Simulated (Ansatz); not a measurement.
Problem. Each is relaxed and computed with PBEsol (plane waves, PAW; program Ansatz). Which is the only metal?
A) AlBN2, P3m1 (B on 1b, N on 1b, Al on 1c, N on 1c)
B) AlBRu, Cmcm (Al on 4c, B on 4c, Ru on 4c)
C) Al3BC3, P6_3cm (Pearson symbol hP42)
D) AlN, P4_2/mnm (Al on 4g, N on 4f)

Solution. B, AlBRu, Cmcm (Al on 4c, B on 4c, Ru on 4c). AlBRu: metal; Al3BC3: gap 1.64 eV (indirect); AlBN2: gap 4.04 eV (indirect); AlN: gap 3.75 eV. Typed or built starts, not in the databases checked: AlBRu, Cmcm (Al on 4c, B on 4c, Ru on 4c); AlBN2, P3m1 (B on 1b, N on 1b, Al on 1c, N on 1c); AlN, P4_2/mnm (Al on 4g, N on 4f). Not the usual ambient phase: AlN, P4_2/mnm (Al on 4g, N on 4f). Standing as an ambient phase not checked: Al3BC3, P6_3cm (Pearson symbol hP42). All cells were relaxed under the symmetry of their starts (and spin orders); stability against distortions was not tested throughout. Named crystals with no word on spin ran without spin polarisation. Spin–orbit coupling is left out wherever it is not named.

Potentials: the earlier of the program's two PAW sets. The files were generated under PBE; for other functionals the program regenerates the frozen cores, and for LDA and PBEsol the local potential too.
